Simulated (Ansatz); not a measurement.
CdS:
```xyz
4
Lattice="4.1240 0.0000 0.0000 -2.0620 3.5715 0.0000 0.0000 0.0000 6.7093" Properties=species:S:1:pos:R:3 pbc="T T T"
Cd     2.0620     1.1905     0.0059
Cd     0.0000     2.3810     3.3605
S      2.0620     1.1905     4.1888
S      0.0000     2.3810     0.8341
```

This is the PBEsol-relaxed structure. x, y and z are the axes in which the lattice vectors are written.

Problem. All from the program Ansatz at the PBEsol level (PAW), unless another level is named. Predict the Debye temperature from the elastic constants.

Solution. 218 K.

Problem. Predict the elastic constants (relaxed ions, GPa).

Solution. C11 = 85.8, C12 = 52.4, C13 = 45.0, C33 = 94.7, C44 = 15.1.

Space group P6_3mc (wurtzite). The PBEsol relaxation kept the symmetry of its start.

Potentials: the later of the program's two PAW sets.
